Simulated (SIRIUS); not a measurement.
Consider a self-consistent single point of Ge (P6_3/mmc, 8 atoms in the cell; from Materials Project mp-1091415, changed as shown).

```xyz
8
Lattice="3.9231 0.0000 0.0000 -1.9615 3.3975 0.0000 0.0000 0.0000 12.8936" Properties=species:S:1:pos:R:3 pbc="T T T"
Ge     0.0000     0.0000     5.2458
Ge     0.0000     0.0000     7.6478
Ge     0.0000     0.0000    11.6925
Ge     0.0000     0.0000     1.2010
Ge     0.0000     2.2650     4.4362
Ge     1.9615     1.1325     8.4574
Ge     1.9615     1.1325    10.8830
Ge     0.0000     2.2650     2.0106
```

Method: PBEsol, PseudoDojo 0.4 standard norm-conserving PBEsol (tails mended) pseudopotentials (plane waves; SIRIUS).

SIRIUS settings:

```
setting                                                                                                          value
--------------------------------------  ------------------------------------------------------------------------------
parameters.ngridk                                                                                                6 6 2
parameters.xc_functionals                                                         [XC_GGA_X_PBE_SOL, XC_GGA_C_PBE_SOL]
parameters.gk_cutoff                                                                                      8.832 1/bohr
parameters.pw_cutoff                                                                                     17.664 1/bohr
parameters.smearing                                                                                        fermi_dirac
parameters.smearing_width                                                                                0.00367493 Ha
potentials                              PseudoDojo 0.4 standard norm-conserving PBEsol (tails mended) pseudopotentials
parameters.electronic_structure_method                                                                 pseudopotential
parameters.num_bands                                                                                                67
parameters.num_mag_dims                                                                                              0
parameters.num_dft_iter                                                                                            100
parameters.energy_tol                                                                                         1e-07 Ha
parameters.density_tol                                                                                           1e-06
mixer.type                                                                                                    anderson
mixer.beta                                                                                                         0.3
mixer.use_hartree                                                                                                false
```

Results:

- Number of valence electrons: 112
- Number of bands: 67
- Number of k-points after the program's reduction: 14
- Number of plane waves (most at a k-point): 13604
- Number of SCF iterations: 21
- FFT grid: 45 × 45 × 144
- Free energy E − TS: -19418.1316 eV
- Pressure: 4.67 GPa
- Largest force (vector length): 0.014 eV/Å

Forces (eV/Å):
```json
[
 {"atom": "Ge1", "Fx": "0.000", "Fy": "0.000", "Fz": "-0.011"},
 {"atom": "Ge2", "Fx": "0.000", "Fy": "0.000", "Fz": "0.011"},
 {"atom": "Ge3", "Fx": "0.000", "Fy": "0.000", "Fz": "-0.011"},
 {"atom": "Ge4", "Fx": "0.000", "Fy": "0.000", "Fz": "0.011"},
 {"atom": "Ge5", "Fx": "0.000", "Fy": "0.000", "Fz": "-0.014"},
 {"atom": "Ge6", "Fx": "0.000", "Fy": "0.000", "Fz": "0.014"},
 {"atom": "Ge7", "Fx": "0.000", "Fy": "0.000", "Fz": "-0.014"},
 {"atom": "Ge8", "Fx": "0.000", "Fy": "0.000", "Fz": "0.014"}
]
```

Stress (GPa, positive for compression):
```
4.85  0.00  0.00
0.00  4.85  0.00
0.00  0.00  4.30
```

For comparison: a first run was changed to give this one (lattice scaled by 0.98), and from it to this one the free energy goes up by 18.8 meV/atom, the pressure goes from 0.06 to 4.67 GPa and the largest force stays at 0.014 eV/Å.

The structure comes from a collection of computed structures, made at another level of theory; the collection holds predicted forms beside known ones. No clean gap shows at this smearing width and mesh (spacing up to 0.31 Å⁻¹); the mesh is coarse for partly filled bands, so the values carry mesh errors. Semi-local functionals can close small gaps.

Cost on one core: about 5 core-minutes (a rough figure).

“Tails mended”: in these copies of the files the far tail of each local potential was reset to the Coulomb form.
